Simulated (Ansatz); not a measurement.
SiGe:
```yaml
crystal:
  lattice:
    - [3.90087, 0.00000, 0.00000]
    - [-1.95044, 3.37825, 0.00000]
    - [0.00000, 0.00000, 6.44245]
  atoms:
    - { symbol: Si, position: [0.66667, 0.33333, 0.87456] }
    - { symbol: Si, position: [0.33333, 0.66667, 0.37456] }
    - { symbol: Ge, position: [0.66667, 0.33333, 0.50044] }
    - { symbol: Ge, position: [0.33333, 0.66667, 0.00044] }
```

Cartesian axes are those of the cell as given.

**Question.** Give the high-frequency dielectric tensor and the Born effective charge tensors of the independent atoms from DFPT, PBEsol (plane waves, PAW; program Ansatz).

**Answer.** 
ε∞:
```
14.1  0.00  0.00
0.00  14.1  0.00
0.00  0.00  15.3
```
Z* of atom 1 (Si), rows: field, columns: displacement, in e:
```
0.14  0.00  0.00
0.00  0.14  0.00
0.00  0.00  0.16
```
Z* of atom 3 (Ge), rows: field, columns: displacement, in e:
```
-0.14   0.00   0.00
 0.00  -0.14   0.00
 0.00   0.00  -0.16
```

Space group P6_3mc (wurtzite). The first step of the workflow began from a Materials Project structure, measured or hypothetical; the Crystallography Open Database copy checked does not list it. Whether it is the stable phase at ambient conditions was not checked. The cell was relaxed with PBEsol under the symmetry of its start; of distortions, only those at the zone centre were tested. Scalar-relativistic: spin–orbit coupling is off unless named, which matters more the heavier the elements.

Potentials: the later of the program's two PAW sets.
